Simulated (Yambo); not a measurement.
G0W0@PBEsol for MoS2 (space group P6_3/mmc, No. 194) in Yambo. Reference settings: 6×6×1 Γ-centred k mesh, bands 3 to 221 and a 8 Ry block in the screening, 221 bands in G with the Bruneval-Gonze terminator, plasmon pole fitted at 27.2 eV. The PBEsol gap Γ → K on this mesh is 1.20 eV; G0W0 gaps are taken between the same points.

With and without the terminator, as bands are cut:

```json
[
 {"bands in G (in W)": "84 (221)", "gap, terminator (eV)": "1.802", "gap, none (eV)": "1.928", "valence shift, terminator (eV)": "-0.047", "valence shift, none (eV)": "0.630"},
 {"bands in G (in W)": "143 (221)", "gap, terminator (eV)": "1.794", "gap, none (eV)": "1.865", "valence shift, terminator (eV)": "-0.102", "valence shift, none (eV)": "0.240"},
 {"bands in G (in W)": "221 (221)", "gap, terminator (eV)": "1.793", "gap, none (eV)": "1.833", "valence shift, terminator (eV)": "-0.117", "valence shift, none (eV)": "0.052"}
]
```

Over this range the gap spans 0.009 eV with the terminator and 0.095 eV without, the valence shift 0.070 eV and 0.578 eV. Neither column has reached its limit for certain.

Spin-orbit coupling is not included.

Geometry of the Materials Project entry, not relaxed at this level; primitive cell a = 3.1922 Å, b = 3.1922 Å, c = 13.3783 Å, α = 90.00°, β = 90.00°, γ = 120.00°.

A shift is the quasiparticle energy of the state minus its PBEsol energy.

The distance between layers or molecules is the database entry's, not relaxed here. Functionals without dispersion can leave it too large, which widens gaps and weakens the response across layers: the numbers belong to this cell.
